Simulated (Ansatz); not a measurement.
## Co: computed property card

Co:
```cif
data_Co20
_chemical_formula_sum 'Co20'
_space_group_name_H-M_alt 'P 1'
_space_group_IT_number 1
_cell_length_a 6.02059
_cell_length_b 6.02059
_cell_length_c 6.02059
_cell_angle_alpha 90.000
_cell_angle_beta 90.000
_cell_angle_gamma 90.000
loop_
_space_group_symop_operation_xyz
  'x, y, z'
loop_
_atom_site_label
_atom_site_type_symbol
_atom_site_fract_x
_atom_site_fract_y
_atom_site_fract_z
_atom_site_occupancy
Co1 Co 0.05581 0.05581 0.05581 1
Co2 Co 0.19419 0.80581 0.30581 1
Co3 Co 0.44419 0.94419 0.55581 1
Co4 Co 0.30581 0.19419 0.80581 1
Co5 Co 0.55581 0.44419 0.94419 1
Co6 Co 0.69419 0.69419 0.69419 1
Co7 Co 0.94419 0.55581 0.44419 1
Co8 Co 0.80581 0.30581 0.19419 1
Co9 Co 0.12500 0.19911 0.44911 1
Co10 Co 0.05089 0.87500 0.69911 1
Co11 Co 0.37500 0.80089 0.94911 1
Co12 Co 0.44911 0.12500 0.19911 1
Co13 Co 0.62500 0.30089 0.55089 1
Co14 Co 0.55089 0.62500 0.30089 1
Co15 Co 0.87500 0.69911 0.05089 1
Co16 Co 0.94911 0.37500 0.80089 1
Co17 Co 0.69911 0.05089 0.87500 1
Co18 Co 0.19911 0.44911 0.12500 1
Co19 Co 0.30089 0.55089 0.62500 1
Co20 Co 0.80089 0.94911 0.37500 1
```
The run is spin-polarised; directions of the spins, atom by atom: ↑ ↑ ↑ ↑ ↑ ↑ ↑ ↑ ↑ ↑ ↑ ↑ ↑ ↑ ↑ ↑ ↑ ↑ ↑ ↑.

Space group P4_132 (No. 213); conventional cell a = 6.0206 Å, b = 6.0206 Å, c = 6.0206 Å, α = 90.00°, β = 90.00°, γ = 90.00°.

Method: plane-wave PAW r²SCAN (Ansatz code). Structure relaxed to zero pressure with the same functional. Other levels are named where they apply.

Cell and energy:

```yaml
volume_per_atom: 10.91 Å³
density: 8.97 g/cm³
```

Electronic structure:

```yaml
electronic_character: metallic (no gap)
Density of states at the Fermi level: 0.61 states/eV per atom (mean over ±0.08 eV)
```

Magnetism:

```yaml
magnetic_order: ferromagnetic
net_moment: 1.81 μB per atom
```

The start of the workflow was typed in or built on a structure type; neither database checked (COD, Materials Project) lists it. It is not the phase usual at ambient conditions (space group No. 194). The r²SCAN relaxation kept the symmetry of its start; whether a distortion lowers the energy is not shown. The final state is ferromagnetic, the only order run, not a proven ground state. Other orbital occupations within this spin state were not tried. For itinerant 3d metals, meta-GGAs of the SCAN family and hybrids are commonly reported to give too large moments.

Potentials: the later of the program's two PAW sets.
